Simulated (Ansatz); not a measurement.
A trial cell of Pt was relaxed with r2SCAN (plane waves to 500 eV, PAW, scalar-relativistic; Ansatz, a first-principles code).

Before: R-3m, hexagonal axes (No. 166), hR1; a = 3.777 Å, b = 3.777 Å, c = 3.657 Å, α = 90.00°, β = 90.00°, γ = 120.00°.

After relaxation:

Simulated powder pattern, neutron, λ = 1.5401 Å (kinematic, ideal powder, no thermal factors, coherent scattering alone; the 24 strongest lines at most, above 1 %, up to 2θ = 90°):

| 2θ (°) | I/Imax (%) |
|---|---|
| 34.41 | 95 |
| 49.45 | 100 |
| 61.63 | 47 |
| 72.53 | 28 |
| 82.81 | 97 |

Q: Identify the relaxed structure from its pattern: crystal system, space group and cell.

A: Cubic, Pm-3m (No. 221), cP1, simple cubic type; a = b = c = 2.6035 Å, α = β = γ = 90.00°. Sites: Pt 1a (0.000, 0.000, 0.000).

Q: Index the strongest lines.

A: 34.41° (100), 49.45° (110), 61.63° (111), 72.53° (200), 82.81° (210).

No spin polarisation in the result.

The run could not lose the symmetry of its start; a randomly shaken copy of 2 atoms returns to this structure.

The relaxed structure here is a generated cell of Pt: the first start was made by placing the elements on the sites of a structure type, and the end was not matched to a known phase here, so it may be hypothetical. Known forms of Pt include space group No. 225.
